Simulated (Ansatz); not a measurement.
Relaxed-ion elastic tensor of AlBN2 (chalcopyrite, I-42d) in GPa (Voigt order), plane-wave PAW PBEsol (Ansatz code); density 3.43 g/cm³, 7.95 Å³ per atom.

```
487  158  210  0.0  0.0  0.0
158  487  210  0.0  0.0  0.0
210  210  333  0.0  0.0  0.0
0.0  0.0  0.0  256  0.0  0.0
0.0  0.0  0.0  0.0  256  0.0
0.0  0.0  0.0  0.0  0.0  216
```

### Question
Is the crystal mechanically stable?

### Answer
Yes: the smallest eigenvalue of C is 154 GPa.

### Question
Work out the Voigt, Reuss and Hill averages.

### Answer
K_V = 274, K_R = 269, K_H = 271; G_V = 194, G_R = 159, G_H = 177 GPa.

### Question
Give Young's modulus, Poisson's ratio, Pugh's ratio and the universal anisotropy index.

### Answer
E = 9KG/(3K + G) = 435 GPa; ν = 0.23; K/G = 1.54 (brittle by the Pugh limit of 1.75); A_U = 5G_V/G_R + K_V/K_R − 6 = 1.13.

### Question
Estimate the sound speeds and the Debye temperature.

### Answer
v_l = √((K + 4G/3)/ρ) = 12100 m/s, v_t = √(G/ρ) = 7170 m/s, mean 7940 m/s; Θ = (h/k)(3n/4πV)^(1/3) v_m = 1180 K.

### Question
How much does each axis shrink under pressure?

### Answer
Linear compressibilities β_i = Σ_j S_ij (j = 1 to 3): x 0.97, y 0.97, z 1.8 per TPa.

The start of the workflow was typed in or built on a structure type; neither database checked (COD, Materials Project) lists it. Whether it is the stable phase at ambient conditions was not checked. The cell was relaxed with PBEsol under the symmetry of its start; whether a distortion lowers the energy is not shown.

Potentials: the earlier of the program's two PAW sets. The files were generated under PBE; for other functionals the program regenerates the frozen cores, and for LDA and PBEsol the local potential too.
